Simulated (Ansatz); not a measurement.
ZnCu2GeS4:
```yaml
crystal:
  lattice:
    - [-2.67778, 2.67778, 5.27963]
    - [2.67778, -2.67778, 5.27963]
    - [2.67778, 2.67778, -5.27963]
  atoms:
    - { symbol: Cu, position: [0.00000, 0.00000, 0.00000] }
    - { symbol: Cu, position: [0.75000, 0.25000, 0.50000] }
    - { symbol: Zn, position: [0.25000, 0.75000, 0.50000] }
    - { symbol: Ge, position: [0.50000, 0.50000, 0.00000] }
    - { symbol: S, position: [0.62245, 0.61761, 0.48403] }
    - { symbol: S, position: [0.13358, 0.13842, 0.51597] }
    - { symbol: S, position: [0.38239, 0.86642, 0.00485] }
    - { symbol: S, position: [0.86158, 0.37755, 0.99515] }
```

Relaxed with HSE06.

Task: Give the Bader charges and basin volumes of the independent atoms, the program Ansatz at the HSE06 level (PAW).

Result: 

```csv
atom,Bader charge (e),Bader volume (Å³)
Cu1,+0.51,14.4
Cu2,+0.50,14.1
Zn3,+0.97,13.0
Ge4,+1.45,12.9
S5,-0.86,24.3
```

Space group I-4. The cell was relaxed with HSE06 under the symmetry of its start. The run is not spin-polarised.

Potentials: the later of the program's two PAW sets.
